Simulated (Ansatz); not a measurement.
## Is this Cu₅Ni structure stable?

It was reached by relaxing an invented guess, and it needn't be the stable form of this composition.

Computed with DFT PBE, scalar-relativistic, plane waves, PAW in Ansatz 0.2.0. The final run on the 6-atom cell used 420 eV, a Γ-centred 14×14×4 mesh, 0.10 eV smearing and no spin polarisation.

```
Cu Ni
1.0
     2.55754    0.00000    0.00000
     0.00000    2.55754    0.00000
     0.00000    0.00000   10.76406
Cu Ni
5 1
Direct
  0.50000 0.50000 0.83784
  0.00000 0.00000 0.66895
  0.50000 0.50000 0.50000
  0.00000 0.00000 0.33105
  0.50000 0.50000 0.16216
  0.00000 0.00000 0.00000
```

The zero of energy is the elements' standard structures at the same level; no fitted shifts are applied.

Question: These tests were run: energy against the elements; phonons at Γ. What do they show?

Answer:

```tsv
test	result
energy against the elements	+0.01 eV/atom
phonons at Γ	lowest optical mode 89 cm⁻¹
```

It fails none of these tests outright. Other phases of the system weren't compared here, so this isn't yet thermodynamic stability. Phonons away from Γ weren't computed. Undecided: energy against the elements (too near zero for this accuracy).

The k mesh leaves some 4 meV/atom of noise in the energy of each metallic cell. Trial moments died out on the coarse mesh, so the last step has no spin; another magnetic start might hold. The run for the phonons used a 16×16×4 k mesh and Fermi–Dirac smearing of 0.15 eV.
